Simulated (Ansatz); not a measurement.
One crystal and one scan (energy over volume and axial ratio) at two levels, PBEsol-D3(BJ) (plane waves to 420 eV, PAW, scalar-relativistic; Ansatz, a program for electronic structure) and PBE-D3(BJ) (plane waves to 420 eV, PAW, scalar-relativistic; Ansatz), each from its own relaxed cell and on its own mesh. The cell shown is that of PBEsol-D3(BJ).

C (graphite type, space group P6_3/mmc)

```yaml
crystal:
  lattice:
    - [2.45828, 0.00000, 0.00000]
    - [-1.22914, 2.12894, 0.00000]
    - [0.00000, 0.00000, 6.56476]
  atoms:
    - { symbol: C, position: [0.00000, 0.00000, 0.25000] }
    - { symbol: C, position: [0.00000, 0.00000, 0.75000] }
    - { symbol: C, position: [0.33333, 0.66667, 0.25000] }
    - { symbol: C, position: [0.66667, 0.33333, 0.75000] }
```

The relaxed cell is deformed in two ways at once: its volume V is scaled, and at that volume it is stretched along z (the c axis of the conventional cell) so that c/a changes. Fractional atomic positions are held.

E stands for the smeared free energy. C was relaxed with its symmetry unable to fall. With partly filled bands, the response to shear is sensitive to the k mesh, so small differences along c/a are uncertain. Percentages come from the unrounded values.

Results of PBEsol-D3(BJ):

| Quantity | Result |
|---|---|
| Lattice constant a (Å) | 2.458 |
| Lattice constant c (Å) | 6.565 |
| Relaxed volume (Å³/atom) | 8.59 |
| Modulus against c/a change at fixed volume, (3/4V)·∂²E/∂(ln c/a)² (fit, atoms clamped) (GPa) | 239 |

Task: Estimate the PBE-D3(BJ) values.

Result: 
```tsv
quantity	PBE-D3(BJ)	PBEsol-D3(BJ) − PBE-D3(BJ)
Lattice constant a (Å)	2.465	-0.007 (-0.3 %)
Lattice constant c (Å)	6.730	-0.165 (-2.5 %)
Relaxed volume (Å³/atom)	8.85	-0.26 (-3.0 %)
Modulus against c/a change at fixed volume, (3/4V)·∂²E/∂(ln c/a)² (fit, atoms clamped) (GPa)	232	+7 (+3 %)
```

PBEsol-D3(BJ) gives the higher value for: modulus against c/a change at fixed volume. PBEsol-D3(BJ) gives the lower value for: lattice constant a; lattice constant c; relaxed volume.

(Under strain, the slope of the energy per volume gives the stress and its curvature an elastic modulus.)
